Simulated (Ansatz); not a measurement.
Zn₂SeS:
Space group R3m, hexagonal axes (No. 160); a = 3.884 Å, b = 3.884 Å, c = 19.051 Å, α = 90.00°, β = 90.00°, γ = 120.00°

```
atom  site  symmetry       x       y       z
----  ----  --------  ------  ------  ------
Zn      3a        3m  0.0000  0.0000  0.9961
Zn      3a        3m  0.0000  0.0000  0.5037
Se      3a        3m  0.0000  0.0000  0.3757
S       3a        3m  0.0000  0.0000  0.8745
```
(The calculation used a cell of 4 atoms; values per cell refer to that cell.)

This is the PBEsol-relaxed structure.

All from plane-wave PAW PBEsol (Ansatz code), unless another level is named. Predict the hole effective mass with spin–orbit coupling.

0.18, 0.18, 1.7 mₑ (principal values).

What about the HSE06 gap on the PBEsol cell?

2.69 eV.

Give the gap with spin–orbit coupling.

1.31 eV.

And the electron effective mass?

0.13 mₑ (isotropic).

The first step of the workflow began from a Materials Project structure, measured or hypothetical; the Crystallography Open Database copy checked does not list it. Whether it is the stable phase at ambient conditions was not checked. Symmetry was held in the PBEsol relaxation; of distortions, only those at the zone centre were tested. Spin–orbit coupling is left out wherever it is not named.

Potentials: the later of the program's two PAW sets.
